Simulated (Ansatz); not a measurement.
In the program Ansatz at the PBEsol level (PAW), Sn3Ge in the tetragonal phase (P-4m2; Ge on 1a, Sn on 2g, Sn on 1c) relaxes to a = 4.472 Å, c = 6.346 Å. Ge has 4 nearest neighbours from 2.68 Å (tetrahedral); Sn on 2g has 4 nearest neighbours from 2.68 Å (tetrahedral); Sn on 1c has 4 nearest neighbours from 2.80 Å (tetrahedral). Against the elements it lies at 0.057 eV/atom, with no fitted shifts.

Electronic character: metallic (no gap). Gap from PBEsol with spin–orbit coupling: none (metallic).

An equation-of-state fit gives a bulk modulus of 46.3 GPa.

The start of the workflow was typed in or built on a structure type; neither database checked (COD, Materials Project) lists it. Its standing as an ambient phase is unchecked. The cell was relaxed with PBEsol under the symmetry of its start; its stability against distortions is not shown here. The references are the lowest solids computed at this level, not always the standard phases. Spin–orbit coupling is left out wherever it is not named.

Potentials: the later of the program's two PAW sets.
